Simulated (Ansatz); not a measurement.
Relaxed-ion elastic tensor of CuI in space group P-3m1 (No. 164; Cu on 2d, I on 2d) in GPa (Voigt order), LDA (plane waves, PAW; program Ansatz); density 6.48 g/cm³, 24.39 Å³ per atom.

```
70.6  30.9   9.0   0.0   0.0   0.0
30.9  70.6   9.0   0.0   0.0   0.0
 9.0   9.0  36.3   0.0   0.0   0.0
 0.0   0.0   0.0   6.5   0.0   0.0
 0.0   0.0   0.0   0.0   6.5   0.0
 0.0   0.0   0.0   0.0   0.0  19.8
```

Problem. Is the crystal mechanically stable?

Solution. Yes: the smallest eigenvalue of C is 6.5 GPa.

Problem. Work out the Voigt, Reuss and Hill averages.

Solution. K_V = 30.5, K_R = 25.5, K_H = 28.0; G_V = 15.2, G_R = 10.9, G_H = 13.0 GPa.

Problem. Give Young's modulus, Poisson's ratio, Pugh's ratio and the universal anisotropy index.

Solution. E = 9KG/(3K + G) = 33.8 GPa; ν = 0.30; K/G = 2.15 (ductile by the Pugh limit of 1.75); A_U = 5G_V/G_R + K_V/K_R − 6 = 2.16.

Problem. Estimate the sound speeds and the Debye temperature.

Solution. v_l = √((K + 4G/3)/ρ) = 2650 m/s, v_t = √(G/ρ) = 1420 m/s, mean 1580 m/s; Θ = (h/k)(3n/4πV)^(1/3) v_m = 162 K.

Problem. Solve the Christoffel equation for the three sound speeds along x, y, z.

Solution. Eigenvalues of C_ijkl n_j n_l equal ρv². In km/s, slowest first: x 1.00, 1.75, 3.30; y 1.00, 1.75, 3.30; z 1.00, 1.00, 2.37.

Problem. How much does each axis shrink under pressure?

Solution. Linear compressibilities β_i = Σ_j S_ij (j = 1 to 3): x 7.8, y 7.8, z 24 per TPa.

The first step of the workflow began from a Materials Project structure, measured or hypothetical; the Crystallography Open Database copy checked does not list it. It is not the phase usual at ambient conditions (space group No. 216). Symmetry was held in the LDA relaxation; phonons on a q-mesh show no instability. The run is not spin-polarised. A crystal of weakly bound layers computed without a dispersion correction: the cell and the soft elastic constants depend strongly on that. Scalar-relativistic: spin–orbit coupling is off unless named, which matters more the heavier the elements.

Potentials: the later of the program's two PAW sets.
